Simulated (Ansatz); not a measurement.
Pd, beta-Sn type: geometry optimisation

The calculation used DFT, PBEsol, plane waves (420 eV) with PAW, scalar-relativistic in Ansatz 0.2.0. (PAW data from PBE, frozen cores regenerated.)

k-point mesh 13×13×9, Fermi-Dirac smearing 0.1 eV, no spin polarisation. Cell and atoms relax.

Starting structure:

```yaml
crystal:
  lattice:
    - [-2.4185932053, 2.4185932053, 1.3205518901]
    - [2.4185932053, -2.4185932053, 1.3205518901]
    - [2.4185932053, 2.4185932053, -1.3205518901]
  atoms:
    - { symbol: Pd, position: [0.0, 0.0, 0.0] }
    - { symbol: Pd, position: [0.75, 0.25, 0.5] }
hamiltonian:
  xc: pbesol
  pseudopotentials:
    kind: paw
    azcp:
      Pd: "pseudopotentials/Pd.paw.azcp"
basis:
  ecutwfc: 420
  fft_grid_basis: typed
kpoints:
  mp_grid: { grid: [13, 13, 9], shift: [0, 0, 0] }
magnetization:
  spin_polarized: false
scf:
  occupations: { method: fermi_dirac, width: 0.1 }
relax:
  max_steps: 60
  f_tol: 0.01
  cell: {}
output:
  write_density: true
  write_potential: true
  elf: true
  volumetric_format: npy
```

**Question.** The pressure at the start is 6.8 GPa. By how much does the volume change?

**Answer.** From 15.45 to 14.80 Å³ per atom, -4.2 %. The final cell has a = 2.678 Å, b = 4.753 Å, c = 9.300 Å.

The cell has left the beta-Sn structure type; it ends in Fddd.

**Question.** How much energy does the relaxation gain?

**Answer.** 350.4 meV per atom.

The k-point mesh keeps fewer symmetry operations than the starting structure has, so the cell can leave it.
